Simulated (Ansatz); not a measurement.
Si$_{2}$Mo:
```
Si2Mo
1.0
    0.00000     4.03020     4.37791
    2.30408     0.00000     4.37791
    2.30408     4.03020     0.00000
Si Mo
4 2
Cartesian
  2.30408   5.34724   4.37791
  2.30408   2.71316   4.37791
  3.45612   4.72827   6.56686
  3.45612   7.36234   6.56686
  0.00000   0.00000   0.00000
  1.15204   2.01510   2.18895
```

Relaxed with PBE. Special points in fractions of this cell's reciprocal vectors: Γ (0.000, 0.000, 0.000); Y (0.500, 0.000, 0.500); T (1.000, 0.500, 0.500); Z (0.500, 0.500, 0.000); Σ0 (0.000, 0.401, 0.401); U0 (1.000, 0.599, 0.599); C0 (0.500, 0.238, 0.738); A0 (0.500, 0.762, 0.262); L (0.500, 0.500, 0.500).

Q: List the band energies nearest the Fermi level at these points for PBE in the plane-wave PAW code Ansatz.

A: In eV from the Fermi level; about four levels below and three above (degenerate sets whole), none deeper than 8.9 eV; points with the same levels are listed once.

```
k                     below                above
--  -----------------------  -------------------
Γ   -3.17 -2.41 -2.26 -2.19       0.32 2.26 2.37
Y   -2.85 -2.85 -0.46 -0.46  2.26 2.26 2.58 2.58
T   -2.47 -2.47 -1.09 -1.09  1.07 1.07 2.32 2.32
Z   -2.09 -2.09 -1.39 -1.39  2.53 2.53 2.74 2.74
Σ0  -1.84 -1.78 -1.03 -1.02       0.38 1.40 2.35
C0  -2.82 -2.82 -0.13 -0.13  0.90 0.90 1.84 1.84
L   -2.10 -1.77 -0.54 -0.03       0.30 1.06 1.70
```

Space group Fddd. A made-up cell: these elements were put on the sites of a structure type; neither database checked (COD, Materials Project) lists it. It is not the phase usual at ambient conditions (space group No. 139). The cell was relaxed with PBE under the symmetry of its start; its stability against distortions is not shown here. The run is not spin-polarised. Scalar-relativistic: spin–orbit coupling is off unless named, which matters more the heavier the elements.

Potentials: the later of the program's two PAW sets.
